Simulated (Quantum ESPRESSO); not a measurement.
pw.x input (Quantum ESPRESSO 7.5; PBEsol, PseudoDojo standard norm-conserving files, scalar-relativistic):

```
&CONTROL
  calculation = 'scf'
  pseudo_dir = './pseudo'
  outdir = './out'
  tprnfor = .true.
  tstress = .true.
/
&SYSTEM
  ibrav = 0
  nat = 2
  ntyp = 2
  ecutwfc = 84.0
  ecutrho = 336.0
  occupations = 'smearing'
  smearing = 'fd'
  degauss = 0.002
  nbnd = 12
/
&ELECTRONS
  conv_thr = 2e-10
/
ATOMIC_SPECIES
O 15.9990 O.upf
Sr 87.6200 Sr.upf
CELL_PARAMETERS angstrom
  0.000000000000   2.559451693000   2.559451693000
  2.559451693000   0.000000000000   2.559451693000
  2.559451693000   2.559451693000   0.000000000000
ATOMIC_POSITIONS crystal
O   0.000000000000   0.000000000000   0.000000000000
Sr   0.500000000000   0.500000000000   0.500000000000
K_POINTS automatic
10 10 10 0 0 0
```

End of the output:

```
     total energy              =    -101.61965471 Ry
     estimated scf accuracy    <       0.00000028 Ry
     total energy              =    -101.61965476 Ry
     estimated scf accuracy    <          2.9E-10 Ry
     total energy              =    -101.61965476 Ry
     estimated scf accuracy    <          2.2E-09 Ry
[...]
     the Fermi energy is     8.6655 ev
!    total energy              =    -101.61965476 Ry
     estimated scf accuracy    <          2.2E-11 Ry
     smearing contrib. (-TS)   =      -0.00000000 Ry
     internal energy E=F+TS    =    -101.61965476 Ry
     The total energy is F=E-TS. E is the sum of the following terms:
     one-electron contribution =     -14.98490329 Ry
     hartree contribution      =      16.37845242 Ry
     xc contribution           =     -25.03493348 Ry
     ewald contribution        =     -77.97827040 Ry
     convergence has been achieved in  11 iterations
     Forces acting on atoms (cartesian axes, Ry/au):
     atom    1 type  1   force =     0.00000000    0.00000000   -0.00000000
     atom    2 type  2   force =    -0.00000000   -0.00000000    0.00000000
     Total force =     0.000000     Total SCF correction =     0.000000
     Computing stress (Cartesian axis) and pressure
          total   stress  (Ry/bohr**3)                   (kbar)     P=       -0.13
  -0.00000088   0.00000000  -0.00000000           -0.13        0.00       -0.00
   0.00000000  -0.00000088  -0.00000000            0.00       -0.13       -0.00
  -0.00000000  -0.00000000  -0.00000088           -0.00       -0.00       -0.13
```
In a gapped system the printed Fermi energy is only some level inside the gap.

Geometry relaxed with PBEsol.
